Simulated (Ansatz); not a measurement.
**CaZn: what symmetry allows forces and stress to be**

```
CELL_PARAMETERS angstrom
3.64868 0.00000 0.00000
0.00000 3.64868 0.00000
0.00000 0.00000 3.64868
ATOMIC_POSITIONS crystal
Ca 0.00000 0.00000 0.04111
Zn 0.50000 0.50000 0.50000
```

Level of theory: DFT PBEsol, scalar-relativistic, plane waves, PAW in Ansatz 0.2.0.

Cutoff 420 eV; k points 10×10×10 on the computed 2-atom cell (Γ-centred); Gaussian smearing, width 0.10 eV; no spin polarisation.

This distorted cell has space group P4mm, with 8 operations.

Task: Without a calculation: in which directions can each atom feel a force?

Result: A force must be left unchanged by every operation that keeps its atom in place, so it lies in the space that those operations leave fixed. Atoms that the group maps onto each other feel forces of one size.
```tsv
atom	site symmetry	operations at the site	equivalent to atom	allowed force (Cartesian)
Ca1	4mm	8	1	along (0.00, 0.00, 1.00)
Zn2	4mm	8	2	along (0.00, 0.00, 1.00)
```

That leaves 2 independent force components of 6, tied by 1 condition that the forces sum to zero, so 1 remains. A relaxation in this cell that keeps the symmetry moves the atoms in these directions alone.

Task: And the stress tensor?

Result: It must be invariant under the point group, which leaves 2 independent components: yz, xz, xy vanish; xx = yy.

Task: Do the computed values obey this?

Result: Yes. Forces (eV/Å):
```
Ca1  0.000  0.000 -0.342
Zn2  0.000  0.000  0.342
```

Stress (GPa, compression positive, xx yy zz yz xz xy): -0.69 -0.69 -0.92 0.00 0.00 0.00. The program imposes the same operations on density, forces and stress, so this confirms the analysis and is no independent test of the calculation.